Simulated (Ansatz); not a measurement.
The cell below derives from a database structure.

Input and command of a plane-wave DFT calculation in Ansatz:

```yaml
crystal:
  lattice:
    - [2.8525284611, 0.0, 0.0]
    - [0.0, 2.8525284611, 0.0]
    - [0.0, 0.0, 2.8525284611]
  atoms:
    - { symbol: Al, position: [0.0, 0.0, 0.0] }
    - { symbol: Co, position: [0.5, 0.5, 0.5], spin: 0.2 }
basis:
  ecutwfc: 420
kpoints:
  mp_grid: { grid: [20, 20, 20] }
hamiltonian:
  xc: pbe
scf:
  occupations: { method: gaussian, width: 0.1 }
output:
  forces: true
  stress: true
  eigenvalues: true
  populations: true
magnetization:
  spin_polarized: true
relax:
  adjacent_minimum: "off"
  f_tol: 0.01
  max_steps: 80
  cell: { stress_tol: 0.05 }
```

```bash
ansatz run input.yaml --threads 1 --pin off --max-ram 2560MiB --backend cpu --events-out ev --progress --plain --runs-dir out
```

Processor: Intel(R) Xeon(R) Processor @ 2.50GHz (Skylake/Cascade Lake), 1 thread, on a host shared with other jobs.

Task: How long does it run, and how much memory does it take?

Result: About 110 s, peak memory 0.49 GiB. It solves 15 bands at 286 k points (after reduction by symmetry) with about 461 plane waves (on the last cell), in 25 SCF iterations over 3 ionic steps.
